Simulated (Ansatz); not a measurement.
GaNi (CsCl type, Pm-3m) under volume change, the program Ansatz at the r²SCAN level (PAW), scaled uniformly.

```csv
V (Å³/atom),E − E(relaxed) (meV/atom),P (GPa)
10.844,63.7,20.82
11.202,26.6,12.65
11.559,6.3,5.79
11.917,0.0,0.01
12.274,5.5,-4.84
12.632,21.0,-8.92
12.989,44.9,-12.34
```

What does a third-order Birch–Murnaghan fit give for V₀, B₀ and B′?

V₀ = 11.92 Å³/atom, B₀ = 176 GPa, B′ = 4.8.

The workflow started from an entry of the Crystallography Open Database (COD). Its standing as an ambient phase is unchecked. The r²SCAN relaxation kept the symmetry of its start; whether a distortion lowers the energy is not shown. The workflow began spin-polarised and lost its moments.

Potentials: the later of the program's two PAW sets.
